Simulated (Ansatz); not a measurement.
Input:

ZrAl:
```
ZrAl
1.0
    1.64484    -5.38495     0.00000
    1.64484     5.38495     0.00000
    0.00000     0.00000     4.23354
Zr Al
2 2
Direct
  0.16027   0.83973   0.75000
  0.83973   0.16027   0.25000
  0.42883   0.57117   0.75000
  0.57117   0.42883   0.25000
```

This is the LDA-relaxed structure.

**Question.** All from LDA (plane waves, PAW; program Ansatz), unless another level is named. Give the density of states at the Fermi level.

**Answer.** 0.64 states/eV per atom (mean over ±0.08 eV).

**Question.** What about the formation energy from the elements (no fitted shifts)?

**Answer.** -0.46 eV/atom.

Space group Cmcm. The workflow started from a Materials Project entry (that database holds measured and hypothetical structures alike); the Crystallography Open Database copy checked does not list it. Whether it is the stable phase at ambient conditions was not checked. Symmetry was held in the LDA relaxation; whether a distortion lowers the energy is not shown. No spin polarisation was allowed. The references are the lowest solids computed at this level, not always the standard phases. Scalar-relativistic: spin–orbit coupling is off unless named, which matters more the heavier the elements.

Potentials: the later of the program's two PAW sets.
